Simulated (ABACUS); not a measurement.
Consider a self-consistent single point of TiSi2 (P-1, 6 atoms in the cell; from Materials Project mp-2582, changed as shown).

```xyz
6
Lattice="0.0000 4.1175 4.2629 2.4373 0.0000 4.3482 2.3895 4.1175 0.0000" Properties=species:S:1:pos:R:3 pbc="T T T"
Ti     2.4134     4.1175     4.3055
Ti     3.6201     6.1763     6.4583
Si     2.3973     6.8963     4.2768
Si     2.4295     1.3388     4.3343
Si     1.1989     3.3975     2.1389
Si     1.2145     0.7200     2.1666
```

All values come from this method and carry its errors: LDA (PW92), numerical atomic orbitals DZP (confined pseudo-atomic orbitals with Gaussian additions; energy shift 0.01 Ry), PseudoDojo 0.4 standard norm-conserving LDA (tails mended) pseudopotentials (ABACUS 3.10.1).

ABACUS settings:

| key | value |
|---|---|
| basis | DZP numerical atomic orbitals, energy shift 0.01 Ry |
| KPT | Gamma 6 6 6 0 0 0 |
| basis_type | lcao |
| dft_functional | PWLDA |
| ecutwfc | 100 Ry |
| smearing_method | gaussian |
| smearing_sigma | 0.0146997 Ry |
| potentials | PseudoDojo 0.4 standard norm-conserving LDA (tails mended) |
| symmetry | 1 |
| symmetry_prec | 1e-05 |
| ks_solver | genelpa |
| scf_nmax | 100 |
| scf_thr | 1.0e-07 |
| mixing_type | broyden |

Results:

```
Item                                                      Value
------------------------------------------------  -------------
Number of valence electrons                                  40
Number of bands                                              30
Number of k-points after the program's reduction            112
Size of the basis                                           104
Number of SCF iterations                                     10
Free energy E − TS                                -3696.9389 eV
Fermi level (on the code's own zero)                   12.18 eV
Pressure                                              -6.62 GPa
Largest force (vector length)                        0.166 eV/Å
```

Forces (eV/Å):
```tsv
atom	Fx	Fy	Fz
Ti1	0.058	-0.153	0.025
Ti2	-0.058	0.153	-0.025
Si3	0.024	-0.162	0.026
Si4	0.020	0.054	-0.023
Si5	-0.024	0.162	-0.026
Si6	-0.020	-0.054	0.023
```

Stress (GPa, positive for compression):
```
-6.93   0.68  -3.20
 0.68  -3.74   0.92
-3.20   0.92  -9.19
```

For comparison: a first run was changed to give this one (lattice vector b scaled by 1.02), and from it to this one the free energy rises by 14.8 meV/atom, the pressure goes from -3.91 to -6.62 GPa and the largest force goes from 0.123 to 0.166 eV/Å.

The atom-centred basis is finite, which shifts total energies, pressures and forces against plane waves. The structure comes from a collection of computed structures, made at another level of theory; the collection holds predicted forms beside known ones. No clean gap shows at this smearing width and mesh (spacing up to 0.28 Å⁻¹); the mesh is coarse for partly filled bands, so the values carry mesh errors.

Cost on one core: very roughly 90 core-seconds.

The atomic orbitals were generated for these runs; they are not ABACUS's published sets and were checked against plane waves on a few crystals only.

“Tails mended”: in these copies of the files the far tail of each local potential was reset to the Coulomb form.
